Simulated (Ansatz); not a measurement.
An elastic tensor (GPa, Voigt order, standard axes) from DFT-PBE in the program Ansatz with PAW potentials:

```
 267  63.7  63.7   0.0   0.0   0.0
63.7   267  63.7   0.0   0.0   0.0
63.7  63.7   267   0.0   0.0   0.0
 0.0   0.0   0.0   145   0.0   0.0
 0.0   0.0   0.0   0.0   145   0.0
 0.0   0.0   0.0   0.0   0.0   145
```

Q: Pick the material that matches.
(A) HgTe, zinc blende
(B) C, diamond
(C) BAs, zinc blende
(D) InSb, zinc blende

A: C, BAs, zinc blende

Space group F-43m (zinc blende). Symmetry was held in the PBE relaxation; phonons on a q-mesh show no instability.

Potentials: the later of the program's two PAW sets.
